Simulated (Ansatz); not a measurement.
Ca2F:
```
CELL_PARAMETERS angstrom
      1.80200     1.04039     6.08715
     -1.80200     1.04039     6.08715
      0.00000    -2.08077     6.08715
ATOMIC_POSITIONS crystal
  Ca 0.75050 0.75050 0.75050
  Ca 0.24950 0.24950 0.24950
  F  0.00000 0.00000 0.00000
```

Relaxed with plane-wave PAW LDA (Ansatz code). Indices refer to the conventional cell of R-3m, a = 3.604 Å, b = 3.604 Å, c = 18.261 Å, α = 90.00°, β = 90.00°, γ = 120.00°.

Q: Simulate the powder diffraction pattern (Cu Kα, λ = 1.54184 Å; lines above 1 %) up to 2θ = 90°.

A: Simulated powder pattern, Cu Kα, λ = 1.54184 Å (kinematic, ideal powder, no thermal factors, no anomalous dispersion; the 30 strongest lines at most, above 1 %, up to 2θ = 90°):

| 2θ (°) | d (Å) | I/Imax (%) | hkl |
|---|---|---|---|
| 14.55 | 6.087 | 11 | (0003) |
| 29.02 | 3.077 | 6.4 | (1 0 -1 1) |
| 29.35 | 3.044 | 20 | (0006) |
| 30.26 | 2.953 | 56 | (0 1 -1 2) |
| 34.82 | 2.577 | 100 | (1 0 -1 4) |
| 37.92 | 2.373 | 3.1 | (0 1 -1 5) |
| 45.31 | 2.002 | 1.2 | (1 0 -1 7) |
| 49.47 | 1.843 | 33 | (0 1 -1 8) |
| 50.66 | 1.802 | 30 | (1 1 -2 0) |
| 53.00 | 1.728 | 1.5 | (1 1 -2 3) |
| 58.56 | 1.576 | 7.7 | (1 0 -1 10) |
| 59.63 | 1.551 | 15 | (1 1 -2 6) |
| 60.15 | 1.538 | 7.1 | (2 0 -2 2) |
| 60.87 | 1.522 | 5.3 | (0 0 0 12) |
| 62.94 | 1.477 | 14 | (0 2 -2 4) |
| 73.51 | 1.288 | 8.4 | (2 0 -2 8) |
| 79.67 | 1.204 | 3.0 | (0 1 -1 14) |
| 81.05 | 1.186 | 2.9 | (0 2 -2 10) |
| 82.44 | 1.170 | 5.5 | (1 2 -3 2) |
| 83.07 | 1.163 | 12 | (1 1 -2 12) |
| 84.90 | 1.142 | 11 | (2 1 -3 4) |

The start of the workflow was typed in or built on a structure type; neither database checked (COD, Materials Project) lists it. Its standing as an ambient phase is unchecked. The LDA relaxation kept the symmetry of its start. At this level the phase is dynamically unstable (imaginary phonons).

Potentials: the earlier of the program's two PAW sets. The files were generated under PBE; for other functionals the program regenerates the frozen cores, and for LDA and PBEsol the local potential too.
